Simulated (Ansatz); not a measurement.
Starting cell, Pt (fcc, Cu type):

```yaml
crystal:
  lattice:
    - [0.00000, 3.97009, 3.97009]
    - [1.98504, 1.98504, 3.97009]
    - [1.98504, 1.98504, 0.00000]
  atoms:
    - { symbol: Pt, position: [0.00000, 0.00000, 0.00000] }
    - { symbol: Pt, position: [0.50000, 0.00000, 0.00000] }
```

A phonon eigenvector at X = (0.5, 0.5, 0.0) is frozen into this cell: atom i moves by Q times the vector below, so Q is the largest atomic displacement, in Å. The cell is held. It is one choice among 2 degenerate patterns. (q is in reciprocal vectors of the primitive cell; the cell shown is doubled to hold the pattern.)

```json
[
 {"atom": "Pt1", "x": "0.000", "y": "1.000", "z": "0.000"},
 {"atom": "Pt2", "x": "0.000", "y": "-1.000", "z": "0.000"}
]
```

These are PBE (plane waves to 420 eV, PAW, scalar-relativistic; Ansatz, a first-principles code) values and carry that method's errors. k mesh 20×20×20 (Γ-centred), Fermi-Dirac smearing 0.05 eV. The energy includes the smearing's −TS. With partly filled bands, energies and forces of such displacements shift with the k mesh and the smearing. Pt is run without spin polarisation. Pt was relaxed with its symmetry unable to fall. Spin-orbit coupling is left out, though Pt is heavy. The PAW data are Ansatz's earlier set. The zero of ΔE is the undisplaced structure. The last digit holds for this mesh only.

```tsv
Q (Å)	ΔE (meV/cell)
-0.180	341.4
-0.150	238.1
-0.120	withheld
-0.090	85.9
-0.060	38.1
-0.030	9.5
0.000	0.0
0.030	9.5
0.060	38.1
0.090	85.9
0.120	withheld
0.150	238.1
0.180	341.4
```

Q: Fit an even polynomial form (powers 2, 4) to the given rows and predict ΔE at Q = -0.120.

A: Least squares on the 11 given rows: ΔE = (10650)·Q² + (-3330)·Q⁴, in meV/cell with Q in Å; root-mean-square residual 0.15 meV/cell. At -0.120 the fit gives 152.7 meV/cell; the calculation gives 152.7 meV/cell, the same to the digits shown. The quadratic term alone would give 153.4 meV/cell.

(For displaced atoms, the force is minus the slope of the energy, and its curvature is a force constant, which sets phonon frequencies.)
